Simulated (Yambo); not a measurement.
G0W0@PBEsol for Ba2ScTaO6 (space group Fm-3m, No. 225) in Yambo (2×2×2 mesh, 7 Ry block, plasmon pole, screening fixed), without a terminator:

```csv
bands N in G,gap Γ → Γ (eV),shift of the valence edge (eV)
94,4.954,0.301
148,4.886,-0.050
220,4.852,-0.238
```

Task: Extrapolate both columns to infinite N with E(N) = E∞ + A/N, test the form, and compare with the terminator.

Result: From two points, E∞ = (N2 E2 − N1 E1)/(N2 − N1). The two largest N give 4.78 eV for the gap and -0.62 eV for the shift; the two smallest give 4.77 eV and -0.66 eV. For the gap the slopes A are 18 and 15 eV: the 1/N form holds. For the shift the slopes A are 90 and 85 eV: the 1/N form holds. With the Bruneval-Gonze terminator and 220 bands the run gives 4.81 eV and -0.47 eV, 0.03 eV and 0.15 eV from the extrapolated values: the terminator too is an estimate of the remainder. Block, mesh and the bands in W are held fixed.

Spin-orbit coupling is not included.

Geometry of the Materials Project entry, not relaxed at this level; primitive cell a = 5.8795 Å, b = 5.8795 Å, c = 5.8795 Å, α = 60.00°, β = 60.00°, γ = 60.00°.

The structure is a Materials Project entry; no match was found in the copy of COD used, and its stability was not checked.

A shift is the quasiparticle energy of the state minus its PBEsol energy.
